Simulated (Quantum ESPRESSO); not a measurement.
# Ti2TaO5F3: finding a planted mistake in a log

Simulated, not a measurement. The program is pw.x of Quantum ESPRESSO 7.5 (plane-wave density functional theory). The cell is made up: 11 atoms on a fluorite lattice with one site empty, with randomly drawn elements, strain and displacements, not relaxed. PseudoDojo standard norm-conserving files (v0.5 for PBE, v0.4.1 for LDA and PBEsol) set the functional; there is no spin polarisation, spin-orbit coupling or dispersion term, and the masses in the input are unused placeholders.

Intended input:

```
&control calculation='scf', pseudo_dir='./dojo.nc.sr.pbe.v0_5.standard.upf', outdir='./o', disk_io='low', tprnfor=.true., tstress=.true. /
&system ibrav=0, nat=11, ntyp=4, nbnd=50, ecutwfc=84.00895049, nosym=.true., tot_charge=0,
 occupations='smearing', smearing='fd', degauss=0.0018374661
/
&electrons conv_thr=7.350e-09, electron_maxstep=60, /
ATOMIC_SPECIES
F 1.0 F.upf
O 1.0 O.upf
Ta 1.0 Ta.upf
Ti 1.0 Ti.upf
CELL_PARAMETERS angstrom
4.8495 0.0 0.0
0.0 4.8495 0.0
0.0 0.0 4.8495
ATOMIC_POSITIONS angstrom
Ti 0.0393 0.0222 -0.0124
Ta 0.0446 2.4594 2.3556
Ti 2.3987 0.0393 2.487
O 1.1864 1.1335 1.1738
O 1.1905 1.2198 3.5869
O 1.1832 3.6628 1.2598
F 1.2368 3.6144 3.6049
F 3.622 1.1985 1.237
F 3.608 1.2168 3.6209
O 3.5766 3.6479 1.157
O 3.6452 3.649 3.6288
K_POINTS automatic
5 5 5 1 1 1
```

The log is shortened where brackets say so; the opening notice, blank lines, dates and the lines on written files are dropped, and the path of the files is cut. It prints rydbergs, bohrs and kilobars, and counts compression as positive stress. Where no state is partly filled, the Fermi energy that it prints is only some level between the filled and the empty states on the mesh, and need not lie in the true gap.

Log of the intended run:

```
     Program PWSCF v.7.5
     Parallel version (MPI & OpenMP), running on       4 processor cores
     Number of MPI processes:                 4
     Threads/MPI process:                     1
     [start-up lines left out]
     bravais-lattice index     =            0
     lattice parameter (alat)  =       9.1642  a.u.
     unit-cell volume          =     769.6398 (a.u.)^3
     number of atoms/cell      =           11
     number of atomic types    =            4
     number of electrons       =        88.00
     number of Kohn-Sham states=           50
     kinetic-energy cutoff     =      84.0090  Ry
     charge density cutoff     =     336.0358  Ry
     scf convergence threshold =      7.3E-09
     mixing beta               =       0.7000
     number of iterations used =            8  plain     mixing
     Exchange-correlation= PBE
                           (   1   4   3   4   0   0   0)
     [axes and pseudopotential details left out]
   Cartesian axes
     site n.     atom                  positions (alat units)
         1        Ti     tau(   1) = (   0.0081039   0.0045778  -0.0025570  )
         2        Ta     tau(   2) = (   0.0091968   0.5071451   0.4857408  )
         3        Ti     tau(   3) = (   0.4946283   0.0081039   0.5128364  )
         4        O      tau(   4) = (   0.2446438   0.2337354   0.2420456  )
         5        O      tau(   5) = (   0.2454892   0.2515311   0.7396433  )
         6        O      tau(   6) = (   0.2439839   0.7552944   0.2597794  )
         7        F      tau(   7) = (   0.2550366   0.7453139   0.7433550  )
         8        F      tau(   8) = (   0.7468811   0.2471389   0.2550778  )
         9        F      tau(   9) = (   0.7439942   0.2509125   0.7466543  )
        10        O      tau(  10) = (   0.7375193   0.7522219   0.2385813  )
        11        O      tau(  11) = (   0.7516651   0.7524487   0.7482833  )
     number of k points=    63  Fermi-Dirac smearing, width (Ry)=  0.0018
                       cart. coord. in units 2pi/alat
        k(    1) = (   0.1000000   0.1000000   0.1000000), wk =   0.0320000
        k(    2) = (   0.1000000   0.1000000   0.3000000), wk =   0.0320000
     [further k points left out]
     Dense  grid:    80173 G-vectors     FFT dimensions: (  54,  54,  54)
     Estimated max dynamical RAM per process >     252.80 MB
     Estimated total dynamical RAM >     952.47 MB
     Initial potential from superposition of free atoms
     starting charge      87.9959, renormalised to      88.0000
     Starting wfcs are   62 randomized atomic wfcs
     total cpu time spent up to now is        7.1 secs
     per-process dynamical memory:   194.1 Mb
     Self-consistent Calculation
     iteration #  1     ecut=    84.01 Ry     beta= 0.70
     Davidson diagonalization with overlap
     ethr =  1.00E-02,  avg # of iterations =  2.0
     total cpu time spent up to now is       19.7 secs
     total energy              =    -678.94626759 Ry
     estimated scf accuracy    <       4.97302626 Ry
     iteration #  2     ecut=    84.01 Ry     beta= 0.70
     Davidson diagonalization with overlap
     ethr =  5.65E-03,  avg # of iterations =  9.1
     total cpu time spent up to now is       44.4 secs
     total energy              =    -671.50685299 Ry
     estimated scf accuracy    <      86.58092406 Ry
     [iterations 3 to 21 left out]
     iteration # 22     ecut=    84.01 Ry     beta= 0.70
     Davidson diagonalization with overlap
     ethr =  3.74E-11,  avg # of iterations =  5.5
     total cpu time spent up to now is      336.9 secs
     total energy              =    -681.70352062 Ry
     estimated scf accuracy    <       0.00000002 Ry
     iteration # 23     ecut=    84.01 Ry     beta= 0.70
     Davidson diagonalization with overlap
     ethr =  1.72E-11,  avg # of iterations =  1.1
     total cpu time spent up to now is      348.9 secs
     End of self-consistent calculation
     [lines on levels left out]
     the Fermi energy is    10.6064 ev
!    total energy              =    -681.70352061 Ry
     estimated scf accuracy    <          4.4E-09 Ry
     smearing contrib. (-TS)   =      -0.00000000 Ry
     internal energy E=F+TS    =    -681.70352061 Ry
     The total energy is F=E-TS. E is the sum of the following terms:
     one-electron contribution =    -215.17223261 Ry
     hartree contribution      =     155.30775311 Ry
     xc contribution           =    -139.25067377 Ry
     ewald contribution        =    -482.58836734 Ry
     convergence has been achieved in  23 iterations
     Forces acting on atoms (cartesian axes, Ry/au):
     atom    1 type  4   force =     0.01925684   -0.06897137    0.08158538
     atom    2 type  3   force =     0.01341753    0.09460088   -0.08224286
     atom    3 type  4   force =    -0.02005605   -0.07368308   -0.05316210
     atom    4 type  2   force =    -0.04944385    0.00698819    0.01732624
     atom    5 type  2   force =    -0.04210170   -0.04082770   -0.02986848
     atom    6 type  2   force =    -0.04537402   -0.01179044    0.03528520
     atom    7 type  1   force =    -0.00053586    0.01261693    0.03289902
     atom    8 type  1   force =     0.00578331    0.01155299    0.01013815
     atom    9 type  1   force =     0.00482657    0.00296392    0.00449376
     atom   10 type  2   force =     0.05681726    0.02824639    0.04235091
     atom   11 type  2   force =     0.05740997    0.03830330   -0.05880523
     Total force =     0.250015     Total SCF correction =     0.000163
     Computing stress (Cartesian axis) and pressure
          total   stress  (Ry/bohr**3)                   (kbar)     P=      -11.82
  -0.00018310   0.00058377  -0.00008888          -26.94       85.88      -13.07
   0.00058377  -0.00005176   0.00017726           85.88       -7.61       26.08
  -0.00008888   0.00017726  -0.00000615          -13.07       26.08       -0.91
     init_run     :      6.56s CPU      6.81s WALL (       1 calls)
     electrons    :    340.76s CPU    341.83s WALL (       1 calls)
     forces       :      2.78s CPU      2.80s WALL (       1 calls)
     stress       :      9.61s CPU      9.62s WALL (       1 calls)
     [timing details left out]
     PWSCF        :   6m 0.04s CPU   6m 1.46s WALL
     JOB DONE.
```

A second run was made from an input with one planted mistake. Its log:

```
     Program PWSCF v.7.5
     Parallel version (MPI & OpenMP), running on       4 processor cores
     Number of MPI processes:                 4
     Threads/MPI process:                     1
     [start-up lines left out]
     bravais-lattice index     =            0
     lattice parameter (alat)  =       9.1642  a.u.
     unit-cell volume          =     769.6398 (a.u.)^3
     number of atoms/cell      =           11
     number of atomic types    =            4
     number of electrons       =        88.00
     number of Kohn-Sham states=           50
     kinetic-energy cutoff     =      53.1395  Ry
     charge density cutoff     =     212.5581  Ry
     scf convergence threshold =      7.3E-09
     mixing beta               =       0.7000
     number of iterations used =            8  plain     mixing
     Exchange-correlation= PBE
                           (   1   4   3   4   0   0   0)
     [axes and pseudopotential details left out]
   Cartesian axes
     site n.     atom                  positions (alat units)
         1        Ti     tau(   1) = (   0.0081039   0.0045778  -0.0025570  )
         2        Ta     tau(   2) = (   0.0091968   0.5071451   0.4857408  )
         3        Ti     tau(   3) = (   0.4946283   0.0081039   0.5128364  )
         4        O      tau(   4) = (   0.2446438   0.2337354   0.2420456  )
         5        O      tau(   5) = (   0.2454892   0.2515311   0.7396433  )
         6        O      tau(   6) = (   0.2439839   0.7552944   0.2597794  )
         7        F      tau(   7) = (   0.2550366   0.7453139   0.7433550  )
         8        F      tau(   8) = (   0.7468811   0.2471389   0.2550778  )
         9        F      tau(   9) = (   0.7439942   0.2509125   0.7466543  )
        10        O      tau(  10) = (   0.7375193   0.7522219   0.2385813  )
        11        O      tau(  11) = (   0.7516651   0.7524487   0.7482833  )
     number of k points=    63  Fermi-Dirac smearing, width (Ry)=  0.0018
                       cart. coord. in units 2pi/alat
        k(    1) = (   0.1000000   0.1000000   0.1000000), wk =   0.0320000
        k(    2) = (   0.1000000   0.1000000   0.3000000), wk =   0.0320000
     [further k points left out]
     Dense  grid:    40339 G-vectors     FFT dimensions: (  45,  45,  45)
     Estimated max dynamical RAM per process >     132.43 MB
     Estimated total dynamical RAM >     500.18 MB
     Check: negative core charge=   -0.000093
     Initial potential from superposition of free atoms
     starting charge      87.9959, renormalised to      88.0000
     Starting wfcs are   62 randomized atomic wfcs
     total cpu time spent up to now is        4.1 secs
     per-process dynamical memory:   102.3 Mb
     Self-consistent Calculation
     iteration #  1     ecut=    53.14 Ry     beta= 0.70
     Davidson diagonalization with overlap
     ethr =  1.00E-02,  avg # of iterations =  2.0
     total cpu time spent up to now is       11.1 secs
     total energy              =    -678.77011075 Ry
     estimated scf accuracy    <       4.74480740 Ry
     iteration #  2     ecut=    53.14 Ry     beta= 0.70
     Davidson diagonalization with overlap
     ethr =  5.39E-03,  avg # of iterations =  9.0
     total cpu time spent up to now is       24.4 secs
     total energy              =    -671.39228500 Ry
     estimated scf accuracy    <      82.65784879 Ry
     [iterations 3 to 20 left out]
     iteration # 21     ecut=    53.14 Ry     beta= 0.70
     Davidson diagonalization with overlap
     ethr =  2.75E-11,  avg # of iterations =  2.1
     total cpu time spent up to now is      189.1 secs
     total energy              =    -681.37013226 Ry
     estimated scf accuracy    <       0.00000001 Ry
     iteration # 22     ecut=    53.14 Ry     beta= 0.70
     Davidson diagonalization with overlap
     ethr =  1.69E-11,  avg # of iterations =  2.0
     total cpu time spent up to now is      196.2 secs
     End of self-consistent calculation
     [lines on levels left out]
     the Fermi energy is    10.6720 ev
!    total energy              =    -681.37013226 Ry
     estimated scf accuracy    <          6.1E-09 Ry
     smearing contrib. (-TS)   =      -0.00000000 Ry
     internal energy E=F+TS    =    -681.37013226 Ry
     The total energy is F=E-TS. E is the sum of the following terms:
     one-electron contribution =    -214.41299824 Ry
     hartree contribution      =     154.74043023 Ry
     xc contribution           =    -139.10919690 Ry
     ewald contribution        =    -482.58836735 Ry
     convergence has been achieved in  22 iterations
     Forces acting on atoms (cartesian axes, Ry/au):
     atom    1 type  4   force =     0.02016058   -0.07160351    0.08280235
     atom    2 type  3   force =     0.01337927    0.09636304   -0.08370924
     atom    3 type  4   force =    -0.02132613   -0.07466980   -0.05356138
     atom    4 type  2   force =    -0.04782939    0.00360792    0.01775885
     atom    5 type  2   force =    -0.04111041   -0.04535381   -0.02827012
     atom    6 type  2   force =    -0.04506839   -0.00745593    0.03424180
     atom    7 type  1   force =     0.00085338    0.01617719    0.03315799
     atom    8 type  1   force =     0.00455579    0.00929704    0.01015791
     atom    9 type  1   force =     0.00325805    0.00033481    0.00466446
     atom   10 type  2   force =     0.05750642    0.03056054    0.04149478
     atom   11 type  2   force =     0.05562084    0.04274250   -0.05873739
     Total force =     0.253221     Total SCF correction =     0.000178
     Computing stress (Cartesian axis) and pressure
          total   stress  (Ry/bohr**3)                   (kbar)     P=     -384.32
  -0.00271581   0.00060727  -0.00009152         -399.51       89.33      -13.46
   0.00060727  -0.00258178   0.00019029           89.33     -379.79       27.99
  -0.00009152   0.00019029  -0.00254007          -13.46       27.99     -373.66
     init_run     :      3.79s CPU      3.94s WALL (       1 calls)
     electrons    :    191.36s CPU    192.19s WALL (       1 calls)
     forces       :      1.23s CPU      1.24s WALL (       1 calls)
     stress       :      4.45s CPU      4.46s WALL (       1 calls)
     [timing details left out]
     PWSCF        :   3m20.99s CPU   3m22.03s WALL
     JOB DONE.
```

Question: what was wrong in the second input?

Answer: the plane-wave cutoff is too low. The input lines that differ, file-writing options aside:

```
- &system ibrav=0, nat=11, ntyp=4, nbnd=50, ecutwfc=84.00895049, nosym=.true., tot_charge=0,
+ &system ibrav=0, nat=11, ntyp=4, nbnd=50, ecutwfc=53.13951987, nosym=.true., tot_charge=0,
```

```
                                            intended run  run with the mistake
                          free energy (eV)     -9275.049             -9270.513
                    smearing term -TS (eV)        0.0000                0.0000
                            pressure (GPa)         -1.18                -38.43
            largest force component (eV/Å)         2.432                 2.478
largest change of a force component (eV/Å)                               0.116
                                iterations            23                    22
```

For scale, a rerun of the intended cell at 1437 eV and a 7 x 7 x 7 mesh moved values by no more than 0.003 eV in energy, 0.06 GPa in stress and 0.007 eV/Å in force.